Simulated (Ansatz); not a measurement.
# What DFT gives for LaSi2C2

```
CELL_PARAMETERS angstrom
5.84551 0.00000 0.00000
0.00000 5.84551 0.00000
0.00000 0.00000 4.28371
ATOMIC_POSITIONS crystal
La 0.00000 0.00000 0.00000
La 0.50000 0.50000 0.00000
Si 0.36130 0.86130 0.50000
Si 0.13870 0.36130 0.50000
Si 0.63870 0.13870 0.50000
Si 0.86130 0.63870 0.50000
C 0.16010 0.66010 0.50000
C 0.33990 0.16010 0.50000
C 0.83990 0.33990 0.50000
C 0.66010 0.83990 0.50000
```

Method: r2SCAN, no spin polarisation; PAW, plane waves to 500 eV, 6×6×8 Γ-centred mesh, fermi-dirac occupations (width 0.1 eV) (Ansatz 0.2.0), atoms fixed.

Task: Is there a gap?

Result: It is a metal, with about 3.7 states/eV a cell as the mean within 0.25 eV of the Fermi level, mostly La d (37 %), Si p (20 %) and La f (15 %).

Task: Give the Bader charges.

Result: Bader charges in e: La +1.26, Si +2.38, C -3.01. In the mean Si gives up most and C takes most.

Task: What is the formation energy?

Result: 0.30 eV an atom against the elements' usual phases (free molecules for gases, crystals otherwise, with no correction for O₂ or N₂), so at this geometry it isn't bound against them. Relaxing would lower it.

Task: What does the stress say?

Result: The pressure is 22.4 GPa (compression positive), so with the atoms held at these fractions the cell would first expand; the forces are large, so a full relaxation may end otherwise. The principal stresses -0.2, 33.7, 33.7 GPa differ, so its shape would change too.

Task: Which atom feels the largest force, and which way?

Result: The largest is on Si4 (and as large on other atoms): 0.81 eV/Å, components (-0.57, 0.57, 0.00). It makes 180° with the line to a nearest neighbour, C8 at 1.66 Å, pointing away from it.

Origin: a known structure type with other elements, at an estimated volume, so it need not be a known compound. Caveats: atoms or cell far from equilibrium; f levels without a U or exact exchange are poorly placed.
